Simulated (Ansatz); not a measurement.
Computed with DFT PBE, scalar-relativistic, plane waves, PAW (Ansatz 0.2.0). Settings: cutoff 420 eV, Γ-centred meshes spaced at most about 0.3 Å⁻¹, and about 0.25 Å⁻¹ or finer for metals (2π included), Gaussian smearing. No spin polarisation in the final relaxations.

Temperature and zero-point effects are left out. All come from trial cells, and lower structures may exist.

Question: Which of these relaxed structures of Hf₂SiOF₂ is the lowest in energy?
1.

```
CELL_PARAMETERS angstrom
3.74555 0.00000 0.00000
-1.87278 3.24375 0.00000
0.00000 0.00000 6.43506
ATOMIC_POSITIONS crystal
Hf 0.33333 0.66667 0.22267
Hf 0.66667 0.33333 0.77733
Si 0.00000 0.00000 0.50000
O 0.00000 0.00000 0.00000
F 0.33333 0.66667 0.83435
F 0.66667 0.33333 0.16565
```

2.

```
CELL_PARAMETERS angstrom
4.33295 0.00000 0.00000
0.00000 4.33295 0.00000
0.00000 0.00000 4.53141
ATOMIC_POSITIONS crystal
Hf 0.00000 0.50000 0.50000
Hf 0.50000 0.00000 0.50000
Si 0.00000 0.00000 0.00000
O 0.00000 0.00000 0.50000
F 0.50000 0.50000 0.73517
F 0.50000 0.50000 0.26483
```

3.

```
CELL_PARAMETERS angstrom
3.20750 0.00000 0.00000
0.00000 3.20750 0.00000
0.00000 0.00000 7.77397
ATOMIC_POSITIONS crystal
Hf 0.50000 0.50000 0.74735
Hf 0.00000 0.00000 0.18683
Si 0.50000 0.50000 0.39212
O 0.00000 0.00000 0.71266
F 0.50000 0.00000 0.98052
F 0.00000 0.50000 0.98052
```

4.

```
CELL_PARAMETERS angstrom
3.17820 0.00000 0.00000
0.00000 3.17820 0.00000
0.00000 0.00000 7.94088
ATOMIC_POSITIONS crystal
Hf 0.50000 0.00000 0.33783
Hf 0.00000 0.50000 0.66217
Si 0.50000 0.50000 0.00000
O 0.00000 0.00000 0.00000
F 0.50000 0.00000 0.70772
F 0.00000 0.50000 0.29228
```

Answer: 3. It has space group P4mm (No. 99); the next, 1, with space group P-3m1 (No. 164), lies 196 meV/atom higher. The shortest distance is 2.27 Å (Hf–F and F–F) in the lowest and 2.19 Å (Hf–F) in the next.

These runs have no spin–orbit coupling, which can matter for Hf. Cells relaxed within their symmetry can be saddle points. Some types were kept out of the candidates beforehand, so the set may lack a known form.
